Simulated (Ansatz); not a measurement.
**Relaxation path: CdAg**

DFT, PBEsol, PAW with Ansatz's default frozen-core files, scalar-relativistic (Ansatz 0.2.0); a Γ-centred 8×14×14 k mesh, Fermi–Dirac smearing of 0.05 eV, no spin polarisation. The run relaxes shape and atoms at held volume.

Command: `ansatz run input.yaml --threads 1 --pin off --max-ram 2048MiB --backend cpu --events-out ev --progress --plain --runs-dir out` It took 24 s on 1 thread of INTEL(R) XEON(R) PLATINUM 8581C CPU @ 2.10GHz (Emerald Rapids), on a shared host, peak memory 0.49 GiB.

PAW: frozen-core files, cutoff 420 eV; forces are relaxed below 0.01 eV/Å.

Each step lists its free energy a cell above the last geometry, the pressure, the cell vectors (Å), and Cartesian positions (Å) with forces (eV/Å).

The first step:

```
step 1  dF = 111.09 meV  P = 555.2 GPa
  cell 3.6473 0.0000 0.0000  0.0000 1.1306 2.0692  0.0000 -1.1306 2.0692
  Cd 1.8236 0.0000 2.7337   0.0000 0.0000 -0.3522
  Ag 0.0000 0.0000 1.4047   0.0000 0.0000 0.3522
```

The PAW files were made under PBE.

Task: Where does the relaxation end, and by which steps?

Result: After 4 geometries, with conventional a, b, c = 2.299, 2.299, 3.729 Å, at 8.533 Å³/atom and 552.7 GPa in space group P-6m2, with a shortest distance of 2.288 Å. The further steps:
```
step 2  dF = 11.80 meV  P = 553.0 GPa
  cell 3.7235 0.0000 0.0000  0.0000 1.1383 2.0131  0.0000 -1.1383 2.0131
  Cd 1.8618 0.0000 2.6587   0.0000 0.0000 0.2966
  Ag 0.0000 0.0000 1.3675   0.0000 0.0000 -0.2966
step 3  dF = 3.89 meV  P = 552.8 GPa
  cell 3.7327 0.0000 0.0000  0.0000 1.1444 1.9975  0.0000 -1.1444 1.9975
  Cd 1.8664 0.0000 2.6476   0.0000 0.0000 0.2553
  Ag 0.0000 0.0000 1.3475   0.0000 0.0000 -0.2553
step 4  dF = 0.00 meV  P = 552.8 GPa
  cell 3.7291 0.0000 0.0000  0.0000 1.1490 1.9914  0.0000 -1.1490 1.9914
  Cd 1.8645 0.0000 2.6547   0.0000 0.0000 0.0004
  Ag 0.0000 0.0000 1.3280   0.0000 0.0000 -0.0004
step 5  dF = 0.01 meV  P = 552.7 GPa  (same geometry on a basis chosen anew; earlier energies don't compare to the last digit)
  cell 3.7291 0.0000 0.0000  0.0000 1.1490 1.9914  0.0000 -1.1490 1.9914
  Cd 1.8645 0.0000 2.6547   0.0000 0.0000 0.0003
  Ag 0.0000 0.0000 1.3280   0.0000 0.0000 -0.0003
```
